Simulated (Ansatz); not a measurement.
## SrLuS₂ in Ansatz, single run

Launch command:

```bash
ansatz run input.yaml --threads 1 --pin off --max-ram 2560MiB --backend cpu --events-out ev --progress --plain --runs-dir out
```

input.yaml:

```yaml
crystal:
  lattice:
    - [3.839008, 0.0, 0.0]
    - [-1.919504, 3.324684, 0.0]
    - [-1.919504, 1.108228, 7.087272]
  atoms:
    - { symbol: Lu, position: [0.5, 0.5, 0.5] }
    - { symbol: Sr, position: [0.0, 0.0, 0.0] }
    - { symbol: S, position: [0.23369, 0.76631, 0.70107] }
    - { symbol: S, position: [0.76631, 0.23369, 0.29893] }
  symmetry: { tolerance: 0.0003 }
kpoints:
  mp_grid: { grid: [6, 6, 6], shift: [0, 0, 0] }
magnetization:
  spin_polarized: false
scf:
  occupations: { method: fermi_dirac }
hamiltonian:
  pseudopotentials: { kind: paw }
  xc: pbe
basis:
  ecutwfc: "600 eV"
output:
  forces: true
  stress: true
  eigenvalues: true
  write_density: true
  write_potential: true
  elf: true
  volumetric_format: npy
```

Origin of the cell: a known structure type with other elements, at an estimated volume, so it need not be a known compound.

The smearing width isn't typed, so it takes its default of 0.1 eV.

Output (shortened):

```
Warning: crystal.lattice misses the space group found at crystal.symmetry.tolerance 3.0e-4 in a digit that the deck types, which is why this is a warning: making the lattice exact moves one o […]
Pseudopotentials: kind: paw
Pseudopotential: Lu, paw, valence charge 25, recommended cutoff 420 eV (normal), Lu.paw.azcp
Pseudopotential: Sr, paw, valence charge 10, recommended cutoff 420 eV (normal), Sr.paw.azcp
Pseudopotential: S, paw, valence charge 6, recommended cutoff 420 eV (normal), S.paw.azcp
Functional definition: PBE
  exchange = pbe_x(kappa = kappa, mu = beta*pi^2/3)
  correlation = pbe_c(beta = beta)
Crystal: 4 atoms, lattice volume = 90.458 Å³
Basis set: ecut = 600 eV, 3053 PW (Γ), exchange–correlation on 64×64×120 points (8 copies of the dense FFT grid, shifted against one another)
Bands: 29, of which v1, the nominal top of the filled ones, is band 24 counted from 1 (23 counted from 0)
Symmetry: 12 space group operations
[… 8 lines left out …]
Initial density: superposition of atomic densities (neutral atoms: chi_scale 0, normalization atom), corrected by the library's trained network
Functional: x = pbe(κ = 0.804, μ = 0.219515), c = pbe(β = 0.066725)
SCF iter   1: F=—  HF=-20088.365303 eV  Δρ=1.30e-3  dr2=8.47e-3
SCF iter   2: F=—  HF=-20088.366667 eV  Δρ=6.63e-4  dr2=7.59e-4
SCF iter   3: F=—  HF=-20088.366893 eV  Δρ=3.34e-4  dr2=3.32e-4
SCF iter   4: F=—  HF=-20088.366945 eV  Δρ=1.39e-4  dr2=8.96e-5
SCF iter   5: F=—  HF=-20088.366935 eV  Δρ=1.01e-4  dr2=3.63e-5
SCF iter   6: F=—  HF=-20088.366929 eV  Δρ=3.25e-5  dr2=6.84e-6
SCF iter   7: F=—  HF=-20088.366928 eV  Δρ=1.25e-5  dr2=6.13e-7
SCF iter   8: F=-20088.366928 eV  HF=-20088.366928 eV  Δρ=4.01e-6  dr2=4.40e-8
SCF 1 converged in 8 iterations: F = -20088.366928 eV  dr2 = 4.40e-8
SCF converged after 8 iterations
Free energy (F): -20088.366928 eV
Harris-Foulkes:  -20088.366928 eV  (|F-HF|=3.18e-8)
Internal energy: -20088.310693 eV  (E = F + TS)
E sigma→0 (E₀):  -20088.338811 eV
Entropy (-TS):   -0.056235 eV (-14.059 meV/atom)
Fermi energy:    12.004849 eV
--- Per-component energies (eV) ---
  E_band       = -93.043043
  E_kinetic    = 886.380607
  E_local      = -9299.554066  (includes V_loc(G=0)·N_el)
  E_nonlocal   = 833.269540
  E_hartree    = 3893.225599
  E_xc         = -590.710257
  E_vxc        = -601.985696  (∫ρ·V_xc dr)
  E_paw        = -11269.258181  (= ΣΔE_a)
  E_vpaw       = 302.395997  (= ΣTr[D̂ρ^β])
  E_aug_tail   = 0.000015  (compensation charges beyond the density's cutoff)
  E_ewald      = -4541.663950
  E_smearing   = -0.056235  (= −TS)
  Σ components = -20088.366928   (vs F -20088.366928, Δ=0.00e0)
--- Forces (eV/Å), atoms counted from 1 ---
  atom   1  Lu     0.000000     0.000000     0.000000
  atom   2  Sr     0.000000    -0.000000     0.000000
  atom   3  S      0.000000     0.000000     1.290736
  atom   4  S      0.000000    -0.000000    -1.290736
  max |Σ_I F_I| component: 0.0 eV/Å
--- Stress (GPa, compression-positive) ---
        5.054395       0.000000       0.000000
        0.000000       5.054395      -0.000000
        0.000000      -0.000000      -0.032032
  P = ⅓ Tr σ = 3.3589 GPa (33.589 kbar)
```

Caveats: no moments, though an odd count or open d shells may carry them; no spin-orbit coupling, though heavy elements are present; the k mesh is coarse if the cell is a metal.

It ran for 13 s on 1 thread of Arm Neoverse V1, on a shared host, peak memory 0.43 GiB, from the program's own first density.
